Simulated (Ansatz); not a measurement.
TaS2:
Space group P6₃/mmc (No. 194); a = b = 3.270 Å, c = 11.552 Å, α = β = 90.00°, γ = 120.00°

```json
[
 {"atom": "Ta", "site": "2b", "symmetry": "-6m2", "x": "0.0000", "y": "0.0000", "z": "0.2500"},
 {"atom": "S", "site": "4f", "symmetry": "3m.", "x": "0.3333", "y": "0.6667", "z": "0.1157"}
]
```

Relaxed with LDA.

Question: Tabulate the valence density and the electron localisation function along the shortest Ta–S contact (2.44 Å), LDA (plane waves, PAW; program Ansatz).

Answer: 

| distance from Ta (Å) | density (e/Å³) | ELF |
|---|---|---|
| 0.24 | 4.13 | 0.21 |
| 0.37 | 4.54 | 0.50 |
| 0.49 | 4.24 | 0.68 |
| 0.61 | 3.34 | 0.72 |
| 0.73 | 2.25 | 0.65 |
| 0.86 | 1.34 | 0.46 |
| 0.98 | 0.79 | 0.29 |
| 1.10 | 0.59 | 0.28 |
| 1.22 | 0.56 | 0.45 |
| 1.34 | 0.62 | 0.67 |
| 1.47 | 0.75 | 0.81 |
| 1.59 | 0.93 | 0.85 |
| 1.71 | 1.12 | 0.84 |
| 1.83 | 1.22 | 0.78 |
| 1.95 | 1.16 | 0.60 |
| 2.08 | 0.88 | 0.29 |
| 2.20 | 0.46 | 0.06 |

The density is the valence pseudo-density with augmentation charge, so density and ELF within about 1 Å of a nucleus are not all-electron values.

Space group P6_3/mmc. The first step of the workflow began from a Materials Project structure, measured or hypothetical; the Crystallography Open Database files this formula in space group No. 194, but the cells were not matched. It is not the phase usual at ambient conditions (space group No. 164). The cell was relaxed with LDA under the symmetry of its start; its stability against distortions is not shown here. The run is not spin-polarised. A crystal of weakly bound layers computed without a dispersion correction: the cell and the soft elastic constants depend strongly on that. Scalar-relativistic: spin–orbit coupling is off unless named, which matters more the heavier the elements.

Potentials: the later of the program's two PAW sets.
